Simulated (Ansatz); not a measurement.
A plane-wave DFT run in Ansatz 0.2.0 (scalar-relativistic PAW potentials unless the input names others): input and command.

```yaml
crystal:
  lattice:
    - [3.2809331112, 0.0, 0.0]
    - [-1.6404665556, 2.8413714224, 0.0]
    - [0.0, 0.0, 15.8771]
  atoms:
    - { symbol: In, position: [0.6666666667, 0.3333333333, 0.590021] }
    - { symbol: In, position: [0.6666666667, 0.3333333333, 0.409979] }
    - { symbol: O, position: [0.0, 0.0, 0.639867] }
    - { symbol: O, position: [0.0, 0.0, 0.360133] }
basis:
  ecutwfc: 420
kpoints:
  mp_grid: { grid: [12, 12, 2], shift: [0.5, 0.5, 0.5] }
hamiltonian:
  xc: lda
scf:
  occupations: { method: gaussian, width: 0.03 }
output:
  forces: true
  eigenvalues: true
  stress: true
```

```bash
ansatz run input.yaml --threads 1 --pin off --max-ram 2560MiB --backend cpu --events-out ev --progress --plain --runs-dir out
```

Abridged log:
```
Warning: crystal.symmetry: narrowed to the stabiliser of the k-point mesh — unitary ops 12 → 4; excluded 8 operations that carry a point of the 12×12×2 mesh (shift [0.5, 0.5, 0.5]) off the mesh (the run samples exactly the mesh kpoints.mp_grid names, as under crystal.symmetry.detect: false, and its converged state has the mesh's symmetry, not the crystal's; ε∞, the Born charges and the force constants of a linear response (`dielectric:` by the response, `phonons.method: dfpt`) are averaged over those of the crystal's operations that the state keeps within a tolerance, where `mesh_tensors`, `un ...
Basis set: ecut = 420 eV, 2957 PW (Γ)
Bands: 23, of which v1, the nominal top of the filled ones, is band 19 counted from 1 (18 counted from 0)
Symmetry: 4 space group operations
k-points: 42 of 288 (time reversal used)
SCF iter   1: F=—  HF=-12024.070103 eV  |F-HF|=—  |Δ(HF+E_count)|=         —  Δρ=1.59e-2  dr2=4.42e-1  ethr=1.77e-3  ⟨swp⟩=8.4  Hψ=5605  notcnv=0
SCF iter   2: F=—  HF=-12024.100405 eV  |F-HF|=—  |Δ(HF+E_count)|=   3.03e-2  Δρ=1.76e-2  dr2=5.80e-1  ethr=1.16e-3  ⟨swp⟩=2.9  Hψ=2420  notcnv=0
SCF iter   3: F=—  HF=-12023.976077 eV  |F-HF|=—  |Δ(HF+E_count)|=   1.24e-1  Δρ=1.67e-3  dr2=4.15e-3  ethr=1.16e-3  ⟨swp⟩=2.7  Hψ=1794  notcnv=0
SCF iter   4: F=—  HF=-12023.975371 eV  |F-HF|=—  |Δ(HF+E_count)|=   7.06e-4  Δρ=3.40e-4  dr2=7.73e-5  ethr=1.09e-5  ⟨swp⟩=3.1  Hψ=2162  notcnv=0
SCF iter   5: F=—  HF=-12023.975527 eV  |F-HF|=—  |Δ(HF+E_count)|=   1.56e-4  Δρ=1.24e-4  dr2=2.28e-5  ethr=2.03e-7  ⟨swp⟩=2.5  Hψ=1898  notcnv=0
SCF iter   6: F=—  HF=-12023.975525 eV  |F-HF|=—  |Δ(HF+E_count)|=   2.55e-6  Δρ=2.18e-5  dr2=4.64e-7  ethr=6.00e-8  ⟨swp⟩=2.0  Hψ=1683  notcnv=0
SCF iter   7: F=-12023.975526 eV  HF=-12023.975526 eV  |F-HF|=1.15e-8  |Δ(HF+E_count)|=   1.19e-6  Δρ=4.30e-6  dr2=2.66e-8  ethr=2.63e-10  ⟨swp⟩=9.3  Hψ=5543  notcnv=0
SCF 1 converged in 7 iterations: F = -12023.975526 eV  dr2 = 2.66e-8
SCF converged after 7 iterations
Free energy (F): -12023.975526 eV
Harris-Foulkes:  -12023.975526 eV  (|F-HF|=1.15e-8)
Internal energy: -12023.975526 eV  (E = F + TS)
E sigma→0 (E₀):  -12023.975526 eV
Fermi energy:    0.185366 eV
--- Forces (eV/Å), atoms counted from 1 ---
  atom   1  In    -0.00000767     0.00000443    -0.87829238
  atom   2  In    -0.00000767     0.00000443     0.87829238
  atom   3  O      0.00000748    -0.00000432     0.47084919
  atom   4  O      0.00000748    -0.00000432    -0.47084919
--- Stress (GPa, compression-positive) ---
        4.001060      -0.000022       0.000000
       -0.000022       4.001035       0.000000
        0.000000       0.000000      -0.456118
  P = ⅓ Tr σ = 2.5153 GPa (25.153 kbar)
```

Apart from outputs and empty bands, the input differs from a reference run on usual settings in kpoints.mp_grid.shift: not typed → [0.5, 0.5, 0.5]. The reference, at the same geometry (not necessarily relaxed), gave pressure 2.52 GPa, largest force 0.878 eV/Å, gap on the mesh 0.22 eV. This run converged in 7 SCF iterations (reference: 7) with an energy at zero smearing 0.02 meV/atom below the reference's, pressure 2.52 GPa, largest force 0.878 eV/Å, gap on the mesh 0.35 eV.

It took 13 s on 1 thread of Intel(R) Xeon(R) Processor @ 2.70GHz, on a shared host, peak memory 0.41 GiB.